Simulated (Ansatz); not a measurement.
Rb2NaYF6:
```yaml
crystal:
  lattice:
    - [0.00000, 4.41454, 4.41454]
    - [4.41454, 0.00000, 4.41454]
    - [4.41454, 4.41454, 0.00000]
  atoms:
    - { symbol: Rb, position: [0.75000, 0.75000, 0.75000] }
    - { symbol: Rb, position: [0.25000, 0.25000, 0.25000] }
    - { symbol: Na, position: [0.50000, 0.50000, 0.50000] }
    - { symbol: Y, position: [0.00000, 0.00000, 0.00000] }
    - { symbol: F, position: [0.75536, 0.24464, 0.24464] }
    - { symbol: F, position: [0.24464, 0.75536, 0.75536] }
    - { symbol: F, position: [0.24464, 0.75536, 0.24464] }
    - { symbol: F, position: [0.75536, 0.24464, 0.75536] }
    - { symbol: F, position: [0.24464, 0.24464, 0.75536] }
    - { symbol: F, position: [0.75536, 0.75536, 0.24464] }
```

DFT-r²SCAN in the program Ansatz with PAW potentials gives a gap of 7.60 eV without spin–orbit coupling, maximum at Γ, minimum at Γ.

Task: What happens when spin–orbit coupling is switched on?

Result: The gap drops by 0.01 eV, to 7.59 eV; maximum at Γ, minimum at Γ.

Task: How large is the spin–orbit splitting of the valence top at Γ?

Result: The fourfold level lies 0.03 eV above the split-off pair.

Task: Give the electron effective mass with spin–orbit coupling.

Result: 0.51 mₑ (isotropic).

Space group Fm-3m. The workflow started from a Materials Project entry (that database holds measured and hypothetical structures alike); the Crystallography Open Database files this formula in space group No. 225, but the cells were not matched. Whether it is the stable phase at ambient conditions was not checked. The cell was relaxed with r²SCAN under the symmetry of its start; whether a distortion lowers the energy is not shown. The run is not spin-polarised.

Potentials: the later of the program's two PAW sets.
